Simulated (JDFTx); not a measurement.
System: Au(111) (Fm-3m bulk; lattice of mp-81, not re-optimised at this level), (1×1) cell of 5 atoms in 5 planes, area 7.53 Å² a face, 9.6 Å between the outermost planes in a cell 28.6 Å high; k mesh 8×8×1, Fermi width 0.01 Ha, no spin polarisation.

Adsorbate: C on both faces at 1.00 monolayer, started bridge and relaxed in vacuum, keeping the symmetry of the start.

All numbers are PBE-D3(BJ), GBRV ultrasoft potentials, plane waves to 20/100 Ha results from a modified build of JDFTx, not measurements. The adsorption energy per C is [E(slab + 2 C) − E(slab)]/2 − (E(CH4) − 2 E(H2)), with the gas molecules relaxed at the same level and slab energies taken as (E + F)/2, the usual estimate of zero smearing. In reaction energies these potentials put H₂ about 0.03 eV too high against large-basis PBE. Energies are static: no zero-point or thermal terms. Both faces are alike, and the cell allows no reconstruction beyond its size.

Task: Predict the adsorption energy and the geometry, and the change of the work function.

Result: 5.41 eV. C sits 1.21 Å above the highest substrate atom, bound to 3 Au at 2.09 Å. The work function goes from 5.16 to 6.49 eV. In CANDLE, water, 1 M KCl, at zero charge, the adsorption energy is 5.42 eV and the potential of zero charge moves from 0.44 to 1.86 V vs SHE (4.44 V convention).
